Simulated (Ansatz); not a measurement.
Relaxed TiP (space group P6_3/mmc):

```
TiP
1.0
    6.85464     0.00000     0.00000
   -1.71366     2.96814     0.00000
    0.00000     0.00000    11.51432
Ti P
8 8
Cartesian
  0.00000   1.97876   4.41960
  3.42732   1.97876   4.41960
  1.71366   0.98938   7.09471
  5.14098   0.98938   7.09471
  1.71366   0.98938  10.17676
  5.14098   0.98938  10.17676
  0.00000   1.97876   1.33755
  3.42732   1.97876   1.33755
  1.71366   0.98938   2.87858
  5.14098   0.98938   2.87858
  0.00000   1.97876   8.63574
  3.42732   1.97876   8.63574
  0.00000   0.00000   5.75716
  3.42732   0.00000   5.75716
  0.00000   0.00000   0.00000
  3.42732   0.00000   0.00000
```

The atoms are displaced by Q × the pattern below (from a DFPT mode at M = (0.5, 0.0, 0.0), largest move 1; Q in Å), at fixed cell. (q is in reciprocal vectors of the primitive cell; the cell shown is doubled to hold the pattern.)

| atom | x | y | z |
|---|---|---|---|
| Ti1 | -0.500 | 0.866 | 0.000 |
| Ti2 | 0.500 | -0.866 | 0.000 |
| Ti3 | -0.500 | 0.866 | 0.000 |
| Ti4 | 0.500 | -0.866 | 0.000 |
| Ti5 | 0.500 | -0.866 | 0.000 |
| Ti6 | -0.500 | 0.866 | 0.000 |
| Ti7 | 0.500 | -0.866 | 0.000 |
| Ti8 | -0.500 | 0.866 | 0.000 |

Atoms not listed stay in place.

All values below come from LDA (plane waves to 420 eV, PAW, scalar-relativistic; Ansatz, a program for electronic structure). k mesh 8×16×4 (Γ-centred), Fermi-Dirac smearing 0.05 eV. With partly filled bands, energies and forces of such displacements shift with the k mesh and the smearing. TiP is run without spin polarisation. TiP was relaxed with its symmetry unable to fall.

At one point of the scan the forces (eV/Å) are:

```tsv
atom	Fx	Fy	Fz
Ti1	0.400	-0.625	-0.028
Ti2	-0.341	0.659	-0.028
Ti3	0.341	-0.659	0.028
Ti4	-0.400	0.625	0.028
Ti5	-0.400	0.625	-0.028
Ti6	0.341	-0.659	-0.028
Ti7	-0.341	0.659	0.028
Ti8	0.400	-0.625	0.028
P9	0.021	0.012	0.000
P10	0.021	0.012	0.000
P11	-0.021	-0.012	0.000
P12	-0.021	-0.012	0.000
P13	0.000	0.000	0.000
P14	0.000	0.000	0.000
P15	0.000	0.000	0.000
P16	0.000	0.000	0.000
```

Question: Which point is it?
A. Q = 0.100 Å
B. Q = 0.017 Å
C. Q = 0.067 Å
D. Q = 0.083 Å

Answer: C, Q = 0.067 Å

(For displaced atoms, the force is minus the slope of the energy, and its curvature is a force constant, which sets phonon frequencies.)
